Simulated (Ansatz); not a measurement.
Problem. GaIr3N (anti-perovskite, Pm-3m) is relaxed with r²SCAN (plane waves, PAW; program Ansatz). What lattice parameters of the conventional cell result?

Solution. a = 4.064 Å.

These are the values of the symmetrised cell.

Problem. Is it a metal or does it have a gap at this level?

Solution. No gap at this level.

The start of the workflow was typed in or built on a structure type; neither database checked (COD, Materials Project) lists it. Whether it is the stable phase at ambient conditions was not checked. Symmetry was held in the r²SCAN relaxation; its stability against distortions is not shown here. Spin order of the final state: ferromagnetic, the only order run, not a proven ground state. The volume moved by 18 % from the start of the relaxation. Its formation energy is positive at this level, so the cell may be metastable or incomplete. Other orbital occupations within this spin state were not tried. No Hubbard U is applied. Spin–orbit coupling is left out wherever it is not named.

Potentials: the later of the program's two PAW sets.
